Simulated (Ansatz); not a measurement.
YTaN3:
```
YTaN3
1.0
    4.01473     0.00000     0.00000
    0.00000     4.01473     0.00000
    0.00000     0.00000     4.01473
Y Ta N
1 1 3
Cartesian
  0.00000   0.00000   0.00000
  2.00736   2.00736   2.00736
  2.00736   2.00736   0.00000
  2.00736   0.00000   2.00736
  0.00000   2.00736   2.00736
```

Relaxed with PBEsol. Special points in fractions of this cell's reciprocal vectors: Γ (0.000, 0.000, 0.000); X (0.000, 0.500, 0.000); M (0.500, 0.500, 0.000); R (0.500, 0.500, 0.500).

**Question.** List the band energies nearest the Fermi level at these points for plane-wave PAW PBEsol (Ansatz code).

**Answer.** In eV from the Fermi level; about four levels below and three above (degenerate sets whole), none deeper than 8.9 eV; points with the same levels are listed once.

| k | below | above |
|---|---|---|
| Γ | -2.65 -2.65 -2.65 -0.82 -0.82 -0.82 | 0.53 0.53 0.53 |
| X | -2.77 -2.77 -2.73 -2.45 | 0.17 0.17 1.62 |
| M | -3.63 -3.63 -1.71 -1.71 -0.63 | 0.48 3.50 4.18 |
| R | -5.01 -5.01 -5.01 -4.78 -4.78 | 0.79 0.79 0.79 |

Space group Pm-3m (cubic perovskite). The start of the workflow was typed in or built on a structure type; neither database checked (COD, Materials Project) lists it. Its standing as an ambient phase is unchecked. The PBEsol relaxation kept the symmetry of its start. At this level the phase is dynamically unstable (imaginary phonons). No spin polarisation was allowed. With an odd number of electrons in the cell and no spin polarisation, the count alone makes it a metal. Scalar-relativistic: spin–orbit coupling is off unless named, which matters more the heavier the elements.

Potentials: the later of the program's two PAW sets.
